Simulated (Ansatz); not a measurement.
CaSe:
```
CELL_PARAMETERS angstrom
      0.00000     2.96743     2.96743
      2.96743     0.00000     2.96743
      2.96743     2.96743     0.00000
ATOMIC_POSITIONS crystal
  Ca 0.00000 0.00000 0.00000
  Se 0.50000 0.50000 0.50000
```

r²SCAN in the plane-wave PAW code Ansatz gives a gap of 2.52 eV without spin–orbit coupling, maximum at Γ, minimum at X.

Task: What happens when spin–orbit coupling is switched on?

Result: The gap drops by 0.13 eV, to 2.39 eV; maximum at Γ, minimum at X.

Task: How large is the spin–orbit splitting of the valence top at Γ?

Result: The fourfold level lies 0.40 eV above the split-off pair.

Task: Give the electron effective mass with spin–orbit coupling.

Result: 0.29, 0.29, 1.4 mₑ (principal values).

Task: Give the hole effective mass with spin–orbit coupling, band 1 of 2 at the edge.

Result: 0.96 along [100], 0.80 along [110], 0.75 along [111] (mₑ).

Task: Give the hole effective mass with spin–orbit coupling, band 2 of 2 at the edge.

Result: 0.26 along [100], 0.27 along [110], 0.28 along [111] (mₑ).

Space group Fm-3m (rock salt). The cell was relaxed with r²SCAN under the symmetry of its start; phonons on a q-mesh show no instability.

Potentials: the later of the program's two PAW sets.
